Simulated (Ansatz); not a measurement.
SiC: zone-centre modes

Computed with DFT PBE, scalar-relativistic, plane waves, PAW in Ansatz 0.2.0. Settings: plane waves to 420 eV, k-mesh 12×12×12 (Γ-centred), Gaussian smearing 0.05 eV. No spin polarisation.

Reference structure (as given, not relaxed at this level):

```
CELL_PARAMETERS angstrom
0.00000 2.17400 2.17400
2.17400 0.00000 2.17400
2.17400 2.17400 0.00000
ATOMIC_POSITIONS crystal
Si 0.00000 0.00000 0.00000
C 0.75000 0.75000 0.75000
```

Harmonic modes by finite displacements of 0.02 Å, without the LO–TO term.

(1) At this geometry, is the structure stable against these modes?

(2) List the wavenumbers in cm⁻¹.

## Answers

(1) Yes: no mode is imaginary beyond 10 cm⁻¹, and only the three translations lie near zero.

(2) 0, 0, 0, 794, 794, 794.

Cost: 1 run of about 0.16 core-minutes, on Arm Neoverse V2 (shared hosts).